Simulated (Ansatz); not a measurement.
A generator proposed this cell of CS3.

```yaml
crystal:
  lattice:
    - [-2.75781, 2.75781, 2.75781]
    - [2.75781, -2.75781, 2.75781]
    - [2.75781, 2.75781, -2.75781]
  atoms:
    - { symbol: C, position: [0.00000, 0.00000, 0.00000] }
    - { symbol: S, position: [0.00000, 0.50000, 0.50000] }
    - { symbol: S, position: [0.50000, 0.00000, 0.50000] }
    - { symbol: S, position: [0.50000, 0.50000, 0.00000] }
```

These are results of DFT PBE+D3(BJ), scalar-relativistic, plane waves, PAW in Ansatz 0.2.0, not measurements. Plane waves to 420 eV, a k mesh through Γ of 4×4×4 on the computed 4-atom cell and Gaussian smearing (0.10 eV); collinear spin from starting moments 1.0 0.0 0.0 0.0 μB.

The zero of energy is the elements' standard structures at the same level; no fitted shifts are applied.

Question: Estimate its pressure, forces and energy as it stands.

Answer: The pressure is -17.1 GPa (it wants to contract), the largest force is 0.00 eV/Å (symmetry fixes the atoms), and the energy is +1.90 eV/atom against the elements. The shortest distance is 2.76 Å.

Question: Is it a good guess?

Answer: A rough one: relaxing gains about 0.58 eV/atom (the start's value is from the coarse mesh, so the gain is rough) in 14 ionic steps and ends at +1.32 eV/atom on the finer mesh. The symmetry stays Im-3m (No. 229). The volume per atom shrinks by 36.2 %, from 21.0 to 13.4 Å³. The shortest distance goes from 2.76 Å (C–S and S–S) to 2.37 Å (C–S and S–S). Conventional cell: a = 4.748 Å. C has 6 S at 2.37 Å; S has 2 C at 2.37 Å and 4 S at 2.37 Å.

The last run used a 14×14×14 mesh for its 4-atom cell and Gaussian smearing of 0.10 eV. The cell is a metal run without spin; a magnetic state may lie lower. The relaxation can't lower the symmetry of the start, and the grade says only how near the guess is to its own end. A structure relaxed within its symmetry needn't be a true minimum. Another cell of CS3 relaxed alike, in Pm, lies 0.91 eV/atom lower, so this cell isn't the stable form at this level.
